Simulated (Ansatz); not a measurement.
Input:

As:
```cif
data_As6
_chemical_formula_sum 'As6'
_space_group_name_H-M_alt 'R-3m :H'
_space_group_IT_number 166
_space_group_name_Hall '-R 3 2"'
_cell_length_a 3.75995
_cell_length_b 3.75995
_cell_length_c 9.98706
_cell_angle_alpha 90.000
_cell_angle_beta 90.000
_cell_angle_gamma 120.000
loop_
_atom_site_label
_atom_site_type_symbol
_atom_site_symmetry_multiplicity
_atom_site_Wyckoff_symbol
_atom_site_fract_x
_atom_site_fract_y
_atom_site_fract_z
_atom_site_occupancy
As1 As 6 c 0.00000 0.00000 0.23054 1
```
(The calculation used a cell of 2 atoms; values per cell refer to that cell.)

This is the LDA-relaxed structure.

All from LDA (plane waves, PAW; program Ansatz), unless another level is named. Predict the electronic character.

metallic (no gap).

And the density of states at the Fermi level?

0.05 states/eV per atom (mean over ±0.08 eV).

The cell was relaxed with LDA under the symmetry of its start. Scalar-relativistic: spin–orbit coupling is off unless named, which matters more the heavier the elements.

Potentials: the later of the program's two PAW sets.
